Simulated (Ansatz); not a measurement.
Bi₂Te₃:
```yaml
crystal:
  lattice:
    - [4.40859, 0.00000, 0.00000]
    - [-2.20430, 3.81795, 0.00000]
    - [0.00000, 0.00000, 11.01582]
  atoms:
    - { symbol: Bi, position: [0.33333, 0.66667, 0.18678] }
    - { symbol: Bi, position: [0.66667, 0.33333, 0.81322] }
    - { symbol: Te, position: [0.00000, 0.00000, 0.00000] }
    - { symbol: Te, position: [0.33333, 0.66667, 0.65782] }
    - { symbol: Te, position: [0.66667, 0.33333, 0.34218] }
```

Relaxed with r²SCAN. Special points in fractions of this cell's reciprocal vectors: Γ (0.000, 0.000, 0.000); M (0.500, 0.000, 0.000); K (0.333, 0.333, 0.000); A (0.000, 0.000, 0.500); L (0.500, 0.000, 0.500); H (0.333, 0.333, 0.500).

### Question
List the band energies nearest the valence-band maximum at these points for the program Ansatz at the r²SCAN with spin–orbit coupling level (PAW).

### Answer
In eV from the valence-band maximum; about four levels below and three above (degenerate sets whole), none deeper than 8.9 eV; points with the same levels are listed once.

```
k                    below                above
-  -----------------------  -------------------
Γ    -0.39 -0.39 0.00 0.00  0.07 0.07 1.10 1.10
M  -0.99 -0.99 -0.64 -0.64  0.99 0.99 2.41 2.41
K  -1.05 -1.05 -1.01 -1.01  1.34 1.34 2.29 2.29
A  -0.46 -0.46 -0.21 -0.21  0.16 0.16 1.07 1.07
L  -0.91 -0.91 -0.59 -0.59  0.95 0.95 2.03 2.03
H  -0.45 -0.45 -0.44 -0.44  1.73 1.73 1.77 1.77
```

Space group P-3m1 (La2O3 or Ni2Al3 type). A made-up cell: these elements were put on the sites of a structure type; neither database checked (COD, Materials Project) lists it. It is not the phase usual at ambient conditions (space group No. 166). The r²SCAN relaxation kept the symmetry of its start; whether a distortion lowers the energy is not shown.

Potentials: the earlier of the program's two PAW sets.
